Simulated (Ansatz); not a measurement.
Given:

La$_{3}$Ge$_{4}$Pd$_{4}$:
Space group Immm (No. 71); a = 4.255 Å, b = 4.397 Å, c = 25.154 Å, α = β = γ = 90.00°

| atom | site | symmetry | x | y | z |
|---|---|---|---|---|---|
| La | 4j | mm2 | 0.0000 | 0.5000 | 0.1481 |
| La | 2a | mmm | 0.0000 | 0.0000 | 0.0000 |
| Ge | 4i | mm2 | 0.0000 | 0.0000 | 0.4500 |
| Ge | 4j | mm2 | 0.5000 | 0.0000 | 0.1971 |
| Pd | 4j | mm2 | 0.5000 | 0.0000 | 0.0976 |
| Pd | 4i | mm2 | 0.0000 | 0.0000 | 0.2495 |
(The calculation used a cell of 11 atoms; values per cell refer to that cell.)

This is the r²SCAN-relaxed structure.

Problem. All from plane-wave PAW r²SCAN (Ansatz code), unless another level is named. Give the electronic character.

Solution. metallic (no gap).

Problem. Next, the formation energy from the elements (no fitted shifts)?

Solution. -0.97 eV/atom.

Problem. Next, the density of states at the Fermi level?

Solution. 0.67 states/eV per atom (mean over ±0.08 eV).

The workflow started from a Materials Project entry (that database holds measured and hypothetical structures alike); the Crystallography Open Database copy checked does not list it. Its standing as an ambient phase is unchecked. The r²SCAN relaxation kept the symmetry of its start; its stability against distortions is not shown here. The run is not spin-polarised. The references are the lowest solids computed at this level, not always the standard phases. Spin–orbit coupling is left out wherever it is not named.

Potentials: the later of the program's two PAW sets.
